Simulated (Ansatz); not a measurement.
**Is this Be3TeSe2 structure a true minimum?**

It was reached by relaxing an invented guess, and it needn't be the stable form of this composition.

Computed with Ansatz 0.2.0, DFT PBE, scalar-relativistic, plane waves, PAW. Settings: cutoff 420 eV, Γ-centred mesh 10×10×10 on the computed 6-atom cell, Gaussian smearing of 0.02 eV; no spin polarisation.

The cell below (6 atoms, space group Imm2 (No. 44)) is relaxed within its symmetry.

```
CELL_PARAMETERS angstrom
-1.89121 5.66745 2.66726
1.89121 -5.66745 2.66726
1.89121 5.66745 -2.66726
ATOMIC_POSITIONS crystal
Be 0.43925 0.26295 0.17630
Be 0.08665 0.26295 0.82370
Be 0.72305 0.22305 0.50000
Te 0.00038 0.00038 0.00000
Se 0.33150 0.00033 0.33117
Se 0.66916 0.00033 0.66883
```

For the test a repeat of it with 12 atoms (edges 5.33, 6.54, 7.56 Å) was strained at random (σ = 1.5 % a component), the atoms were moved at random (σ = 0.15 Å), and all was relaxed again on a coarse 4×4×2 mesh (in the run’s order of axes) with 0.10 eV smearing, with no symmetry imposed.

Spin–orbit coupling, which can matter for Te, is left out.

Q: Is the structure stable against such a distortion?

A: It returns, within 1 meV/atom of the unmoved cell on that mesh and with the same symmetry when read at 0.1 Å (Cm at 0.01 Å, so small strains and shifts remain). So it is stable against the distortions that fit this cell and that this random move excites. Modes that don't fit the cell aren't tested.
